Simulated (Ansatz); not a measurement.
## KB3H8: Field gradients at the nuclei

The cell is a COD entry, its atoms then relaxed with PBE in this cell.

Space group Cmcm (No. 63); a = 7.4256, b = 8.0809, c = 8.1959 Å.

```csv
site,Wyckoff,site symmetry,x,y,z
K,4c,m2m,0.5000,0.8346,0.7500
B3,8f,m..,0.5000,0.2195,0.6404
B7,4c,m2m,0.5000,0.4088,0.7500
H9,16h,1,0.3618,0.1589,0.5890
H17,8f,m..,0.5000,0.3626,0.5770
H21,8g,..m,0.8630,0.9901,0.7500
```

One atom of each set is listed; the run and its k-mesh use a cell of 24 atoms with edges of 5.49, 5.49, 8.20 Å.

Level of theory: DFT, r2SCAN, plane waves and PAW, scalar-relativistic, 500 eV cutoff, Γ-centred 6×6×4 k-points, Fermi–Dirac smearing 0.05 eV (Ansatz 0.2.0).

V_zz is the principal component of the electric field gradient with the largest magnitude, η = (V_xx − V_yy)/V_zz and C_Q = eQV_zz/h.

⁴¹K: I = 3/2, Q = 73.40 mb; 11B: I = 3/2, Q = 40.59 mb; H-2: I = 1, Q = 2.858 mb. Nuclear quadrupole moments: year-2017 set (Pyykkö).

Question: Which values are expected at the nuclei?

Answer: 

```json
{"site": "K", "atoms": "2", "first shell": "18 H at 2.96–3.31 Å; also 4 B at 3.23–3.24 Å", "V_xx, V_yy, V_zz (10²¹ V/m²)": "-0.23, -0.78, 1.01", "η": "0.54", "C_Q (MHz)": "1.80"}
{"site": "B3", "atoms": "4", "first shell": "3 H at 1.21–1.27 Å, 2 B at 1.77–1.80 Å; also 2 K at 3.23–3.24 Å", "V_xx, V_yy, V_zz (10²¹ V/m²)": "-0.14, -0.85, 0.99", "η": "0.71", "C_Q (MHz)": "0.975"}
{"site": "B7", "atoms": "2", "first shell": "4 H at 1.21–1.47 Å, 2 B at 1.77 Å", "V_xx, V_yy, V_zz (10²¹ V/m²)": "-0.49, -1.70, 2.19", "η": "0.55", "C_Q (MHz)": "2.15"}
{"site": "H9", "atoms": "8", "first shell": "1 B at 1.21 Å", "V_xx, V_yy, V_zz (10²¹ V/m²)": "-0.88, -0.95, 1.83", "η": "0.04", "C_Q (MHz)": "0.127"}
{"site": "H17", "atoms": "4", "first shell": "2 B at 1.27–1.47 Å, angle 81°", "V_xx, V_yy, V_zz (10²¹ V/m²)": "-0.15, -1.08, 1.23", "η": "0.76", "C_Q (MHz)": "0.085"}
{"site": "H21", "atoms": "4", "first shell": "1 B at 1.21 Å", "V_xx, V_yy, V_zz (10²¹ V/m²)": "-0.90, -0.93, 1.83", "η": "0.02", "C_Q (MHz)": "0.126"}
```

At H9 and H21 V_zz points along its bond to B (within 1°) in each case.
